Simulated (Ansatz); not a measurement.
# BaTiO3 and the effect of the Hubbard U on Ti d

```cif
data_structure
_symmetry_space_group_name_H-M 'Pm-3m'
_symmetry_Int_Tables_number 221
_cell_length_a 4.0060
_cell_length_b 4.0060
_cell_length_c 4.0060
_cell_angle_alpha 90.000
_cell_angle_beta 90.000
_cell_angle_gamma 90.000
_cell_volume 64.29
loop_
_atom_site_label
_atom_site_type_symbol
_atom_site_symmetry_multiplicity
_atom_site_Wyckoff_symbol
_atom_site_fract_x
_atom_site_fract_y
_atom_site_fract_z
_atom_site_occupancy
Ba1 Ba 1 b 0.50000 0.50000 0.50000 1
Ti1 Ti 1 a 0.00000 0.00000 0.00000 1
O1 O 3 d 0.00000 0.00000 0.50000 1
```

The cell comes from a database or a generator and needn't be the form met in nature.

Kept alike: task projected density of states; functional PBEsol; k mesh 7 × 7 × 7; occupations fermi-dirac, width 0.05 eV; no spin polarisation. Program: Ansatz, Ansatz PAW, cutoff 420 eV. The mesh is that of the run's cell of 5 atoms. No spin-orbit coupling.

| run | pressure (GPa) |
| --- | --- |
| A | -4.02 |
| B | -3.35 |
| C | -3.69 |
| D | -2.58 |
| E | -4.32 |
| F | -4.61 |
| G | -1.67 |
| H | -2.98 |

Pressure is positive in compression, with a Pulay correction for the finite cutoff. U acts here on a shell without spin polarisation. How U acts hangs on the program's projectors. All rows use potentials made for PBE. U is the effective U - J on orthogonalised atomic projectors. Double counting: fully localised limit (the default).

Task: The runs differ in the Hubbard U on Ti d alone: 0; 1; 2; 3; 4; 5; 6; 8 eV. Which run is which?

Result: Run A is 2 eV; run B is 4 eV; run C is 3 eV; run D is 6 eV; run E is 1 eV; run F is 0 eV; run G is 8 eV; run H is 5 eV. The pressure rises from -4.61 to -1.67 GPa between 0 and 8 eV. U localises the shell and weakens its bonds, so the cell pushes outwards.
